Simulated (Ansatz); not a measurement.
ZrO2 (anatase, I4_1/amd), plane-wave PAW LDA (Ansatz code). The conduction-band minimum lies at Γ, with 1 equivalent valley. Second derivatives d²E/dk² of the lowest band at one valley (eV·Å²), along Cartesian directions:

```csv
direction,d²E/dk²
[100],17.72
[010],17.72
[001],3.452
[110],17.72
[101],10.59
[011],10.59
```

Task: Find the principal effective masses, the density-of-states mass and the conductivity mass.

Result: Off-diagonal terms follow from H_xy = H[110] − (H_xx + H_yy)/2, and m*/mₑ = 7.620 eV·Å² over each eigenvalue: 0.43, 0.43, 2.2. One valley's DOS mass (m₁m₂m₃)^(1/3) = 0.74, conductivity mass 3/(Σ 1/mᵢ) = 0.59 mₑ.

Task: What effective density of states Nc follows at 300 K for parabolic valleys?

Result: Nc = 2.509e19 × 1 × (0.74)^(3/2) ≈ 1.6e19 cm⁻³.

The workflow started from a Materials Project entry (that database holds measured and hypothetical structures alike); the Crystallography Open Database copy checked does not list it. It is not the phase usual at ambient conditions (space group No. 14). The cell was relaxed with LDA under the symmetry of its start; whether a distortion lowers the energy is not shown. No spin polarisation was allowed. Spin–orbit coupling is left out wherever it is not named.

Potentials: the later of the program's two PAW sets.

Edges and masses are those of Kohn–Sham bands, whose gap is no quasiparticle gap.
